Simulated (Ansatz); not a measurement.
TePb:
```yaml
crystal:
  lattice:
    - [4.46155, 0.00000, 0.00000]
    - [-2.23077, 3.86381, 0.00000]
    - [0.00000, 0.00000, 4.18700]
  atoms:
    - { symbol: Pb, position: [0.00000, 0.00000, 0.00000] }
    - { symbol: Te, position: [0.66667, 0.33333, 0.50000] }
```

Relaxed with PBE. Special points in fractions of this cell's reciprocal vectors: Γ (0.000, 0.000, 0.000); M (0.500, 0.000, 0.000); K (0.333, 0.333, 0.000); A (0.000, 0.000, 0.500); L (0.500, 0.000, 0.500); H (0.333, 0.333, 0.500).

List the band energies nearest the Fermi level at these points for plane-wave PAW PBE (Ansatz code).

In eV from the Fermi level; about four levels below and three above (degenerate sets whole), none deeper than 8.9 eV; points with the same levels are listed once.

```json
[
 {"k": "Γ", "below": "-6.15 -1.66 -0.99 -0.99", "above": "2.75 2.75 4.36"},
 {"k": "M", "below": "-8.15 -2.11 -1.61 -0.42", "above": "2.02 2.70 4.58"},
 {"k": "K", "below": "-8.36 -3.50 -0.18", "above": "0.29 1.68 2.44"},
 {"k": "A", "below": "-8.65 -0.17 -0.17", "above": "0.05 1.16 2.55 2.55"},
 {"k": "L", "below": "-7.64 -3.53 -3.53 -0.68", "above": "1.39 2.62 2.64"},
 {"k": "H", "below": "-3.58 -3.40 -1.78 -0.40", "above": "4.55 5.52 7.56"}
]
```

Space group P-6m2. The cell is a constructed one: a structure type filled with these elements; neither database checked (COD, Materials Project) lists it. It is not the phase usual at ambient conditions (space group No. 225). The cell was relaxed with PBE under the symmetry of its start; whether a distortion lowers the energy is not shown. Scalar-relativistic: spin–orbit coupling is off unless named, which matters more the heavier the elements.

Potentials: the later of the program's two PAW sets.
